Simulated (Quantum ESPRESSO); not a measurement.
## InAl3N3O (input and log of a self-consistent run)

Simulated, not a measurement. The program is pw.x of Quantum ESPRESSO 7.5 (plane-wave density functional theory). The cell is made up: 8 atoms on a rocksalt lattice, with randomly drawn elements, strain and displacements, not relaxed. PseudoDojo standard norm-conserving files (v0.5 for PBE, v0.4.1 for LDA and PBEsol) set the functional; there is no spin polarisation, spin-orbit coupling or dispersion term, and the masses in the input are unused placeholders. A spin-polarised start on this cell or one of its family kept no moment.

Input:

```
&control calculation='scf', pseudo_dir='./dojo.nc.sr.pbe.v0_5.standard.upf', outdir='./o', disk_io='medium', tprnfor=.true., tstress=.true. /
&system ibrav=0, nat=8, ntyp=4, nbnd=32, ecutwfc=84.00895049, nosym=.true., tot_charge=0,
 occupations='smearing', smearing='fd', degauss=0.0073498644
/
&electrons conv_thr=7.350e-09, electron_maxstep=60, /
ATOMIC_SPECIES
Al 1.0 Al.upf
In 1.0 In.upf
N 1.0 N.upf
O 1.0 O.upf
CELL_PARAMETERS angstrom
4.2507 0.022 -0.0492
0.022 4.2312 -0.0218
-0.0492 -0.0218 4.2173
ATOMIC_POSITIONS angstrom
In 0.0031 0.0208 -0.0023
Al -0.0357 2.0894 2.117
Al 2.1295 -0.0406 2.0559
Al 2.1617 2.122 -0.0122
N 2.1423 -0.0006 -0.0124
N 2.1306 2.1032 2.0909
N 4.2119 0.0349 2.0573
O 4.2852 2.1164 -0.0258
K_POINTS automatic
6 6 6 1 1 1
```

The log is shortened where brackets say so; the opening notice, blank lines, dates and the lines on written files are dropped, and the path of the files is cut. It prints rydbergs, bohrs and kilobars, and counts compression as positive stress.

```
     Program PWSCF v.7.5
     Parallel version (MPI & OpenMP), running on       1 processor cores
     Number of MPI processes:                 1
     Threads/MPI process:                     1
     [start-up lines left out]
     bravais-lattice index     =            0
     lattice parameter (alat)  =       8.0333  a.u.
     unit-cell volume          =     511.7684 (a.u.)^3
     number of atoms/cell      =            8
     number of atomic types    =            4
     number of electrons       =        43.00
     number of Kohn-Sham states=           32
     kinetic-energy cutoff     =      84.0090  Ry
     charge density cutoff     =     336.0358  Ry
     scf convergence threshold =      7.3E-09
     mixing beta               =       0.7000
     number of iterations used =            8  plain     mixing
     Exchange-correlation= PBE
                           (   1   4   3   4   0   0   0)
     [axes and pseudopotential details left out]
   Cartesian axes
     site n.     atom                  positions (alat units)
         1        In     tau(   1) = (   0.0007292   0.0048929  -0.0005410  )
         2        Al     tau(   2) = (  -0.0083979   0.4915031   0.4979956  )
         3        Al     tau(   3) = (   0.5009360  -0.0095506   0.4836226  )
         4        Al     tau(   4) = (   0.5085107   0.4991718  -0.0028699  )
         5        N      tau(   5) = (   0.5039471  -0.0001411  -0.0029169  )
         6        N      tau(   6) = (   0.5011948   0.4947493   0.4918559  )
         7        N      tau(   7) = (   0.9907925   0.0082098   0.4839520  )
         8        O      tau(   8) = (   1.0080353   0.4978544  -0.0060691  )
     number of k points=   108  Fermi-Dirac smearing, width (Ry)=  0.0073
     Number of k-points >= 100: set verbosity='high' to print them.
     Dense  grid:    53245 G-vectors     FFT dimensions: (  48,  48,  48)
     Estimated max dynamical RAM per process >      68.05 MB
     Initial potential from superposition of free atoms
     starting charge      42.9887, renormalised to      43.0000
     Starting wfcs are   37 randomized atomic wfcs
     total cpu time spent up to now is       14.1 secs
     per-process dynamical memory:    47.8 Mb
     Self-consistent Calculation
     iteration #  1     ecut=    84.01 Ry     beta= 0.70
     Davidson diagonalization with overlap
     ethr =  1.00E-02,  avg # of iterations =  4.8
     total cpu time spent up to now is       53.2 secs
     total energy              =    -241.48143748 Ry
     estimated scf accuracy    <       1.79453351 Ry
     iteration #  2     ecut=    84.01 Ry     beta= 0.70
     Davidson diagonalization with overlap
     ethr =  4.17E-03,  avg # of iterations =  2.5
     total cpu time spent up to now is       87.8 secs
     total energy              =    -242.03052611 Ry
     estimated scf accuracy    <       1.57680500 Ry
     iteration #  3     ecut=    84.01 Ry     beta= 0.70
     Davidson diagonalization with overlap
     ethr =  3.67E-03,  avg # of iterations =  2.0
     total cpu time spent up to now is      118.5 secs
     total energy              =    -242.29190753 Ry
     estimated scf accuracy    <       0.01814809 Ry
     iteration #  4     ecut=    84.01 Ry     beta= 0.70
     Davidson diagonalization with overlap
     ethr =  4.22E-05,  avg # of iterations = 10.7
     total cpu time spent up to now is      164.9 secs
     total energy              =    -242.30049423 Ry
     estimated scf accuracy    <       0.01087553 Ry
     iteration #  5     ecut=    84.01 Ry     beta= 0.70
     Davidson diagonalization with overlap
     ethr =  2.53E-05,  avg # of iterations =  2.0
     total cpu time spent up to now is      194.4 secs
     total energy              =    -242.30198668 Ry
     estimated scf accuracy    <       0.00221463 Ry
     [iterations 6 to 7 left out]
     iteration #  8     ecut=    84.01 Ry     beta= 0.70
     Davidson diagonalization with overlap
     ethr =  1.60E-08,  avg # of iterations =  4.2
     total cpu time spent up to now is      278.4 secs
     total energy              =    -242.30217271 Ry
     estimated scf accuracy    <       0.00000545 Ry
     iteration #  9     ecut=    84.01 Ry     beta= 0.70
     Davidson diagonalization with overlap
     ethr =  1.27E-08,  avg # of iterations =  2.0
     total cpu time spent up to now is      302.0 secs
     total energy              =    -242.30217336 Ry
     estimated scf accuracy    <       0.00000032 Ry
     iteration # 10     ecut=    84.01 Ry     beta= 0.70
     Davidson diagonalization with overlap
     ethr =  7.43E-10,  avg # of iterations =  2.5
     total cpu time spent up to now is      328.1 secs
     total energy              =    -242.30217347 Ry
     estimated scf accuracy    <       0.00000003 Ry
     iteration # 11     ecut=    84.01 Ry     beta= 0.70
     Davidson diagonalization with overlap
     ethr =  7.79E-11,  avg # of iterations =  3.0
     total cpu time spent up to now is      357.0 secs
     total energy              =    -242.30217348 Ry
     estimated scf accuracy    <       0.00000001 Ry
     iteration # 12     ecut=    84.01 Ry     beta= 0.70
     Davidson diagonalization with overlap
     ethr =  3.12E-11,  avg # of iterations =  2.0
     total cpu time spent up to now is      384.2 secs
     End of self-consistent calculation
     [lines on levels left out]
!    total energy              =    -242.30217348 Ry
     estimated scf accuracy    <          1.5E-09 Ry
     smearing contrib. (-TS)   =      -0.00329037 Ry
     internal energy E=F+TS    =    -242.29888311 Ry
     The total energy is F=E-TS. E is the sum of the following terms:
     one-electron contribution =     -39.00550047 Ry
     hartree contribution      =      55.88497072 Ry
     xc contribution           =     -74.29775820 Ry
     ewald contribution        =    -184.88059515 Ry
     convergence has been achieved in  12 iterations
     Forces acting on atoms (cartesian axes, Ry/au):
     atom    1 type  2   force =     0.01708622   -0.03486650   -0.00518195
     atom    2 type  1   force =     0.01033678    0.00205934   -0.00318485
     atom    3 type  1   force =    -0.00876326    0.00909527    0.01147334
     atom    4 type  1   force =    -0.00983964    0.00012506   -0.00615509
     atom    5 type  3   force =    -0.01323629   -0.00376335   -0.00059749
     atom    6 type  3   force =    -0.00301803    0.00587376   -0.00202923
     atom    7 type  3   force =     0.00720558   -0.01092359    0.00444352
     atom    8 type  4   force =     0.00022863    0.03240002    0.00123175
     Total force =     0.059677     Total SCF correction =     0.000014
     Computing stress (Cartesian axis) and pressure
          total   stress  (Ry/bohr**3)                   (kbar)     P=      226.79
   0.00155386  -0.00009848   0.00017681          228.58      -14.49       26.01
  -0.00009848   0.00139724   0.00010167          -14.49      205.54       14.96
   0.00017681   0.00010167   0.00167403           26.01       14.96      246.26
     init_run     :     13.21s CPU     13.91s WALL (       1 calls)
     electrons    :    346.11s CPU    370.27s WALL (       1 calls)
     forces       :      4.14s CPU      4.21s WALL (       1 calls)
     stress       :     16.55s CPU     16.66s WALL (       1 calls)
     [timing details left out]
     PWSCF        :   6m20.28s CPU   6m45.55s WALL
     JOB DONE.
```

In other units: free energy -3296.689 eV for the cell, pressure 22.68 GPa, largest force component 0.896 eV/Å. A rerun of a related cell, with the same atoms placed differently, at 1437 eV and a 8 x 8 x 8 mesh moved values by no more than 0.004 eV in energy, 0.21 GPa in stress and 0.006 eV/Å in force.